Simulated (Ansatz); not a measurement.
Method: DFT PBE, scalar-relativistic, plane waves, PAW in Ansatz. Settings: cutoff 420 eV, Γ-centred meshes spaced at most about 0.3 Å⁻¹, and about 0.25 Å⁻¹ or finer for metals (2π included), Gaussian smearing. No spin polarisation in the final relaxations.

Temperature and zero-point effects are left out. All come from trial cells, and lower structures may exist.

Task: Order these relaxed structures of Al₃Sb₂P by energy, lowest first, with the energy over the lowest of them.
A.

```
Al Sb P
1.0
     4.07830    0.00000    0.00000
     0.00000    4.07830    0.00000
     0.00000    0.00000    8.59863
Al Sb P
3 2 1
Cartesian
  2.0391 0.0000 0.1378
  0.0000 2.0391 0.1378
  0.0000 0.0000 1.8535
  2.0391 2.0391 3.2098
  0.0000 0.0000 4.5257
  2.0391 2.0391 7.3327
```

B.

```
Al Sb P
1.0
     1.70301  -10.97804    0.00000
     1.70301   10.97804    0.00000
     0.00000    0.00000    3.56391
Al Sb P
3 2 1
Direct
  0.50000 0.50000 0.50000
  0.29926 0.70074 0.00000
  0.70074 0.29926 0.00000
  0.12603 0.87397 0.50000
  0.87397 0.12603 0.50000
  0.00000 0.00000 0.00000
```

C.

```
Al Sb P
1.0
     3.72634    0.00000    0.00000
    -1.86317    3.22711    0.00000
     0.00000    0.00000   11.01236
Al Sb P
3 2 1
Cartesian
  1.8632 1.0757 0.5361
  1.8632 1.0757 4.5771
  0.0000 0.0000 6.3820
  0.0000 2.1514 8.2736
  0.0000 2.1514 2.7439
  0.0000 0.0000 10.5245
```

D.

```
Al Sb P
1.0
     3.30201    0.00000    0.00000
     0.00000    3.30201    0.00000
     0.00000    0.00000   11.09629
Al Sb P
3 2 1
Direct
  0.50000 0.50000 0.12069
  0.50000 0.50000 0.50000
  0.50000 0.50000 0.87931
  0.00000 0.00000 0.31803
  0.00000 0.00000 0.68197
  0.00000 0.00000 0.00000
```

Result: A (0 meV/atom), C (22 meV/atom), D (70 meV/atom), B (95 meV/atom). Forms: A P4mm; C P3m1; D Sb and P ordered on caesium chloride sites, P4/mmm; B Cmmm. Counting P or Sb atoms around Al (for each partner element, those within 1.25 times its shortest distance or 1.15 times the sum of covalent radii, where it is the nearest in units of that sum or under 1.3; a plus sign parts groups by distance over the sum of covalent radii; the shortest distance is added where it exceeds 1.18 times the sum of covalent radii; a slash parts the counts of unlike sites): A has Al 2/1+4; C has Al 3/3+3; D has Al 8 from 2.7 Å/8 from 3.1 Å; B has Al 4/4+4. Even the lowest lies +0.08 eV/atom against the elements.

Weakly bound directions are ill-defined at this level, which has no dispersion term (P4mm), and this can change margins and order among such cells. These runs have no spin–orbit coupling, which can matter for Sb. Cells relaxed within their symmetry can be saddle points. Some candidate types were left out of the draw beforehand, so a known form may be missing.
